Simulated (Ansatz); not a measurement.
Relax this structure to zero stress and force, keeping its symmetry:

```xyz
4
Lattice="4.8105 0.0000 0.0149 0.0000 3.1316 0.0000 -0.0134 0.0000 4.4330" Properties=species:S:1:pos:R:3 pbc="T T T"
Mg    2.3952    0.7826    3.3322
Mg    2.4019    2.3489    1.1157
W    -0.0101    2.3449    3.3247
W    -0.0034    0.7867    1.1082
```

The calculation used DFT PBEsol, scalar-relativistic, plane waves, PAW in Ansatz.

Plane waves to 420 eV, a k mesh through Γ of 10×14×10 on the computed 4-atom cell and Gaussian smearing (0.10 eV); no spin polarisation.

**Question.** What does it relax to?

**Answer.** The volume decreases by 0.07 Å³/atom to 16.63 Å³/atom, and the energy falls by 15.8 meV/atom. Final structure:
```
Mg W
1.0
     4.70332    0.00000    0.01442
     0.00000    3.33507    0.00000
    -0.01300    0.00000    4.24075
Mg W
2 2
Direct
  0.50000 0.25000 0.75000
  0.50000 0.75000 0.25000
  0.00000 0.75001 0.75000
  0.00000 0.24999 0.25000
```

Course of the relaxation (steps run on the plane waves of an earlier cell, and the basis is chosen afresh near the end, so energy and pressure can step there; trial steps that raised the energy were taken back; energies are free energies):

```json
{"step": "1", "E − E_final (meV/atom)": "15.8", "largest force component (eV/Å)": "0.041", "P (GPa)": "0.14", "V (Å³/atom)": "16.70"}
{"step": "2", "E − E_final (meV/atom)": "4.9", "largest force component (eV/Å)": "0.021", "P (GPa)": "-0.82", "V (Å³/atom)": "16.73"}
{"step": "3", "E − E_final (meV/atom)": "5.6", "largest force component (eV/Å)": "0.042", "P (GPa)": "2.83", "V (Å³/atom)": "16.36"}
{"step": "4", "E − E_final (meV/atom)": "0.5", "largest force component (eV/Å)": "0.005", "P (GPa)": "-0.68", "V (Å³/atom)": "16.72"}
{"step": "5", "E − E_final (meV/atom)": "0.0", "largest force component (eV/Å)": "0.000", "P (GPa)": "0.17", "V (Å³/atom)": "16.61"}
{"step": "6", "E − E_final (meV/atom)": "0.0", "largest force component (eV/Å)": "0.000", "P (GPa)": "0.02", "V (Å³/atom)": "16.63"}
{"step": "7", "E − E_final (meV/atom)": "0.0", "largest force component (eV/Å)": "0.000", "P (GPa)": "0.00", "V (Å³/atom)": "16.63"}
{"step": "8", "E − E_final (meV/atom)": "0.0", "largest force component (eV/Å)": "0.000", "P (GPa)": "0.00", "V (Å³/atom)": "16.63"}
```

Spin–orbit coupling is left out, which can shift energies with elements as heavy as these.